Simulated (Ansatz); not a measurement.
Sr, DFT, LDA, all-electron LAPW, scalar-relativistic (Ansatz 0.2.0), run on 1 thread of Intel(R) Xeon(R) Platinum 8488C (Sapphire Rapids) on a shared host.

The geometry is COD entry 9008484, unchecked; take it as a test cell. The listed cell was then made from it by scaling, straining or moving an atom.

Command: `ansatz run input.yaml --threads 1 --pin off --max-ram 3072MiB --backend cpu --events-out ev --progress --plain --runs-dir out`

```yaml
crystal:
  lattice:
    - [0.0, 3.04235, 2.981503]
    - [3.04235, 0.0, 2.981503]
    - [3.04235, 3.04235, 0.0]
  atoms:
    - { symbol: Sr, position: [0.0, 0.0, 0.0] }
kpoints:
  mp_grid: { grid: [10, 10, 10] }
  band_path:
    path:
      - [0.0, 0.0, 0.0]
      - [0.0, 0.5, 0.5]
      - [0.25, 0.75, 0.5]
      - [0.0, 0.5, 0.0]
      - [0.0, 0.0, 0.0]
      - [0.5, 0.5, 0.0]
      - [0.3801541025, 0.6198458975, 0.0]
      - [-0.3801541025, 0.3801541025, 0.0]
      - [0.0, 0.0, 0.0]
    npoints: 5
scf:
  occupations: { method: fermi_dirac, width: 0.08 }
hamiltonian:
  xc: lda
  pseudopotentials: { kind: all_electron, lapw: { basis_error: 0.0005 } }
output:
  forces: true
  stress: true
  eigenvalues: true
```

(1) How large is the problem that the program sets up?

(2) Estimate the wall time and the peak memory.

## Answers

(1) 102 irreducible k-points, 89 plane waves at Γ, 14 bands.

(2) 5 s of wall time for 7 SCF iterations, with a peak of 0.28 GiB. Times on shared machines scatter by tens of per cent.
